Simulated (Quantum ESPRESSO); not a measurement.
# Moving one atom in Ge6PB

Calculated results; nothing here was measured. They come from pw.x of Quantum ESPRESSO 7.5, a plane-wave density functional program, with PseudoDojo standard norm-conserving files (v0.5 for PBE, v0.4.1 for LDA and PBEsol). The cells are made up: elements, strain and atom displacements were drawn at random, and nothing was relaxed. There is no spin polarisation, spin-orbit coupling or dispersion term.

The cell has 8 sites of a zincblende or diamond lattice. Sites 1 to 4 hold Ge Ge P Ge; sites 5 to 8 hold Ge Ge Ge B. Cell vectors in Å: (5.721, -0.009, -0.022); (-0.009, 5.826, 0.008); (-0.022, 0.008, 5.726). Settings: PBE, cutoff 1061 eV, 6 x 6 x 6 k mesh shifted by half a step, Fermi-Dirac smearing of 0.1 eV.

Each run shifts the Ge atom on site 4 along z and leaves all else fixed. Site 5 is one of its nearest neighbours. E is the free energy of the cell above the lowest run shown.

| run | shift (Å) | Fz on site 4 (eV/Å) | Fz on site 5 (eV/Å) | P (GPa) | E (meV) |
| --- | --- | --- | --- | --- | --- |
| 1 | -0.1525 | 2.545 | 0.245 | -4.95 | 390.1 |
| 2 | -0.1256 | 2.333 | 0.296 | -5.07 | 324.5 |
| 4 | -0.0397 | 1.633 | 0.475 | -5.37 | 153.9 |
| 5 | 0.0569 | 0.825 | 0.698 | -5.59 | 35.2 |
| 6 | 0.0895 | 0.551 | 0.777 | -5.63 | 12.7 |
| 7 | 0.1194 | 0.302 | 0.851 | -5.66 | 0.0 |
| 3 | -0.1059 | ? | ? | ? | ? |

A rerun of one of these cells at 1347 eV and k mesh 8 x 8 x 8 moved values by no more than 0.002 eV in the cell's energy, 0.02 GPa in stress and 0.013 eV/Å in force.

## Worked fit

A parabola through the six runs shown gives Fz on site 4 = 1.303 - 8.30 u - 0.9 u² eV/Å, with u in Å and a scatter of 0.004 eV/Å. Minus the slope, 8.30 ± 0.08 eV/Å², is this atom's force constant along z at u = 0, with its periodic images moving too. The fitted force does not vanish within the range. The error is the larger of the fit's own and the change that a cubic makes, rounded up.

## Withheld run

Question: what Fz on site 4 should run 3 give?

The fit gives 2.172 eV/Å. The calculation gave 2.175 eV/Å.

```
run  shift (Å)  Fz on site 4 (eV/Å)  Fz on site 5 (eV/Å)  P (GPa)  E (meV)
  3    -0.1059                2.175                0.335    -5.14    280.1
```